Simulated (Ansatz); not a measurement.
W:
```xyz
1
Lattice="-1.5812 1.5812 1.5812 1.5812 -1.5812 1.5812 1.5812 1.5812 -1.5812" Properties=species:S:1:pos:R:3 pbc="T T T"
W      0.0000     0.0000     0.0000
```

Relaxed with r²SCAN+D4. Special points in fractions of this cell's reciprocal vectors: Γ (0.000, 0.000, 0.000); H (0.500, -0.500, 0.500); N (0.000, 0.000, 0.500); P (0.250, 0.250, 0.250).

List the band energies nearest the Fermi level at these points for r²SCAN+D4 in the plane-wave PAW code Ansatz.

In eV from the Fermi level; about four levels below and three above (degenerate sets whole), none deeper than 8.9 eV; … stands for higher levels left out; points with the same levels are listed once.

```
k              below           above
-  -----------------  --------------
Γ  -1.29 -1.29 -1.29     2.56 2.56 …
H        -6.03 -6.03  5.35 5.35 5.35
N        -6.56 -3.76  0.56 2.41 3.46
P  -3.18 -3.18 -3.18  3.64 3.64 7.27
```

Space group Im-3m (bcc (W type)). The cell was relaxed with r²SCAN+D4 under the symmetry of its start. The run is not spin-polarised. The pairwise dispersion correction was not fitted to metals. Scalar-relativistic: spin–orbit coupling is off unless named, which matters more the heavier the elements.

Potentials: the later of the program's two PAW sets.
